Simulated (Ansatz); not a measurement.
Level of theory: DFT PBE, scalar-relativistic, plane waves, PAW in Ansatz. The final run on the 9-atom cell used 420 eV, a Γ-centred 8×8×8 mesh, 0.10 eV smearing and collinear spin.

The zero of energy is the elements' standard structures at the same level (O₂ as a molecule); no fitted shifts are applied.

Question: Give a relaxed trial structure of a cubic metal made of Mg, O and Zn, with a formation energy near −0.21 eV/atom, a density near 3.62 g/cm³ and a net moment near 0.5 μB per atom, in a cell of 9 atoms. Its symmetry should be Fm-3m (No. 225).

Answer: MgZn2O6, space group Fm-3m (No. 225). Mg is surrounded by 12 O at 2.73 Å; Zn is surrounded by 6 O at 1.93 Å; around O lie 2 Zn at 1.93 Å, 2 Mg at 2.73 Å and 8 O at 2.73 Å.

```cif
data_structure
_symmetry_space_group_name_H-M 'Fm-3m'
_symmetry_Int_Tables_number 225
_cell_length_a 7.7227
_cell_length_b 7.7227
_cell_length_c 7.7227
_cell_angle_alpha 90.000
_cell_angle_beta 90.000
_cell_angle_gamma 90.000
_cell_volume 460.59
loop_
_atom_site_label
_atom_site_type_symbol
_atom_site_symmetry_multiplicity
_atom_site_Wyckoff_symbol
_atom_site_fract_x
_atom_site_fract_y
_atom_site_fract_z
_atom_site_occupancy
Mg1 Mg 4 a 0.00000 0.00000 0.00000 1
Zn1 Zn 8 c 0.25000 0.25000 0.75000 1
O1 O 24 d 0.00000 0.75000 0.75000 1
```

- Volume per atom: 12.79 Å³
- Density: 3.62 g/cm³
- Energy over the elements: −0.21 eV/atom
- Gap on the 8×8×8 mesh of the 9-atom cell: 0 eV (a metal)
- Net moment per atom: 0.50 μB
- Moment by site: O 0.7 (×6) μB

The structure comes from a generated guess, relaxed at this level; another structure or a mixture of phases may lie lower. Other answers may fit too; this one was computed.

The magnetic state reached may not be the lowest. Symmetry constrained the relaxation, so the result can be a saddle point. Site moments count only spheres around the atoms; the net moment includes the space between them.
